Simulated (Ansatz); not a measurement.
TaTe:
```
TaTe
1.0
    0.00000     2.84949     2.84949
    2.84949     0.00000     2.84949
    2.84949     2.84949     0.00000
Ta Te
1 1
Direct
  0.00000   0.00000   0.00000
  0.50000   0.50000   0.50000
```

Relaxed with PBE. Special points in fractions of this cell's reciprocal vectors: Γ (0.000, 0.000, 0.000); X (0.500, 0.000, 0.500); U (0.625, 0.250, 0.625); K (0.375, 0.375, 0.750); L (0.500, 0.500, 0.500); W (0.500, 0.250, 0.750).

List the band energies nearest the Fermi level at these points for plane-wave PAW PBE with spin–orbit coupling (Ansatz code).

In eV from the Fermi level; about four levels below and three above (degenerate sets whole), none deeper than 8.9 eV; points with the same levels are listed once.

```tsv
k	below	above
Γ	-0.93 -0.93 -0.93 -0.93	1.95 1.95 5.94 5.94
X	-0.47 -0.47 -0.17 -0.17	0.88 0.88 1.26 1.26
U	-4.33 -4.33 -1.60 -1.60	0.46 0.46 0.81 0.81
L	-5.00 -5.00 -4.71 -4.71	0.18 0.18 0.36 0.36
W	-0.02 -0.02 -0.02 -0.02	1.00 1.00 1.72 1.72
```

Space group Fm-3m (rock salt). The start of the workflow was typed in or built on a structure type; neither database checked (COD, Materials Project) lists it. Its standing as an ambient phase is unchecked. The PBE relaxation kept the symmetry of its start; its stability against distortions is not shown here. No spin polarisation was allowed. Its formation energy is positive at this level, so the cell may be metastable or incomplete. With an odd number of electrons in the cell and no spin polarisation, the count alone makes it a metal.

Potentials: the earlier of the program's two PAW sets.
